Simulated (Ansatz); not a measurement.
NiSb:
```yaml
crystal:
  lattice:
    - [3.87762, 0.00000, 0.00000]
    - [-1.93881, 3.35812, 0.00000]
    - [0.00000, 0.00000, 5.03177]
  atoms:
    - { symbol: Ni, position: [0.00000, 0.00000, 0.00000] }
    - { symbol: Ni, position: [0.00000, 0.00000, 0.50000] }
    - { symbol: Sb, position: [0.33333, 0.66667, 0.25000] }
    - { symbol: Sb, position: [0.66667, 0.33333, 0.75000] }
```

Relaxed with LDA. Special points in fractions of this cell's reciprocal vectors: Γ (0.000, 0.000, 0.000); M (0.500, 0.000, 0.000); K (0.333, 0.333, 0.000); A (0.000, 0.000, 0.500); L (0.500, 0.000, 0.500); H (0.333, 0.333, 0.500).

Question: List the band energies nearest the Fermi level at these points for DFT-LDA in the program Ansatz with PAW potentials.

Answer: In eV from the Fermi level; about four levels below and three above (degenerate sets whole), none deeper than 8.9 eV; points with the same levels are listed once.

```json
[
 {"k": "Γ", "below": "-2.30 -2.30 -1.45 -1.45 -0.03", "above": "0.54 0.54 2.55 2.55"},
 {"k": "M", "below": "-1.74 -1.51 -1.43 -0.38", "above": "1.19 3.48 4.15"},
 {"k": "K", "below": "-1.48 -1.48 -0.69 -0.69", "above": "0.69 0.69 2.98"},
 {"k": "A", "below": "-2.27 -2.27 -2.27 -2.27", "above": "0.30 0.30 2.12 2.12 2.12 2.12"},
 {"k": "L", "below": "-2.09 -2.09 -1.97 -1.97", "above": "0.15 0.15 1.76 1.76"},
 {"k": "H", "below": "-1.56 -1.56 -1.40 -1.40", "above": "4.45 4.45 7.65 7.65"}
]
```

Space group P6_3/mmc (NiAs type). Symmetry was held in the LDA relaxation; of distortions, only those at the zone centre were tested. No spin polarisation was allowed. Scalar-relativistic: spin–orbit coupling is off unless named, which matters more the heavier the elements.

Potentials: the later of the program's two PAW sets.
